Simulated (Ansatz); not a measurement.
One crystal and one scan (energy against volume) at two levels, PBE (plane waves to 420 eV, PAW, scalar-relativistic; Ansatz, a first-principles code) and r2SCAN (plane waves to 500 eV, PAW, scalar-relativistic; Ansatz), each from its own relaxed cell and on its own mesh. The cell shown is that of PBE.

PbS (rock salt)

```yaml
crystal:
  lattice:
    - [0.00000, 3.00445, 3.00445]
    - [3.00445, 0.00000, 3.00445]
    - [3.00445, 3.00445, 0.00000]
  atoms:
    - { symbol: S, position: [0.00000, 0.00000, 0.00000] }
    - { symbol: Pb, position: [0.50000, 0.50000, 0.50000] }
```

This relaxed cell (volume V₀) is scaled evenly in all directions, its shape held. Symmetry pins the atoms to their sites.

Energies are smeared free energies. PbS was relaxed with its symmetry unable to fall. Spin-orbit coupling is left out, though Pb is heavy. Percentages come from the unrounded values. Both scans cover V/V₀ from 0.900 to 1.100.

```
quantity                                                   PBE  r2SCAN     PBE − r2SCAN
-------------------------------------------------------  -----  ------  ---------------
Lattice constant a (Å)                                   6.009   5.974  +0.035 (+0.6 %)
Pressure at the smallest volume (GPa)                     6.95    7.62   -0.67 (-8.7 %)
Energy cost of the largest compression (meV/atom)         53.8    57.9    -4.1 (-7.1 %)
Energy cost of the largest expansion (meV/atom)           37.7    40.6    -2.9 (-7.3 %)
Bulk modulus B₀ (third-order Birch-Murnaghan fit) (GPa)   52.7    57.8    -5.1 (-8.8 %)
Pressure derivative B₀′ (fit)                              4.3     4.3              0.0
Pressure for 5 % compression (fit) (GPa)                   3.0     3.3      -0.3 (-9 %)
```

PBE gives the higher value for: lattice constant a. PBE gives the lower value for: pressure at the smallest volume; energy cost of the largest compression; energy cost of the largest expansion; bulk modulus B₀; pressure for 5 % compression. They agree on: pressure derivative B₀′ (within 1.5 %). Neither level is exact: the differences show how much the result hangs on the functional.

ΔE (meV/atom), each from the relaxed starting cell of its own level:

```json
[
 {"V/V₀": "0.900", "PBE": "53.8", "r2SCAN": "57.9"},
 {"V/V₀": "0.917", "PBE": "36.2", "r2SCAN": "38.9"},
 {"V/V₀": "0.933", "PBE": "22.4", "r2SCAN": "24.1"},
 {"V/V₀": "0.950", "PBE": "12.2", "r2SCAN": "13.2"},
 {"V/V₀": "0.967", "PBE": "5.3", "r2SCAN": "5.7"},
 {"V/V₀": "0.983", "PBE": "1.3", "r2SCAN": "1.4"},
 {"V/V₀": "1.000", "PBE": "0.0", "r2SCAN": "0.0"},
 {"V/V₀": "1.017", "PBE": "1.2", "r2SCAN": "1.3"},
 {"V/V₀": "1.033", "PBE": "4.7", "r2SCAN": "5.0"},
 {"V/V₀": "1.050", "PBE": "10.2", "r2SCAN": "11.0"},
 {"V/V₀": "1.067", "PBE": "17.7", "r2SCAN": "19.1"},
 {"V/V₀": "1.083", "PBE": "26.9", "r2SCAN": "29.0"},
 {"V/V₀": "1.100", "PBE": "37.7", "r2SCAN": "40.6"}
]
```

(A scan under strain: stresses follow from slopes of the energy per volume, elastic moduli from its curvatures.)
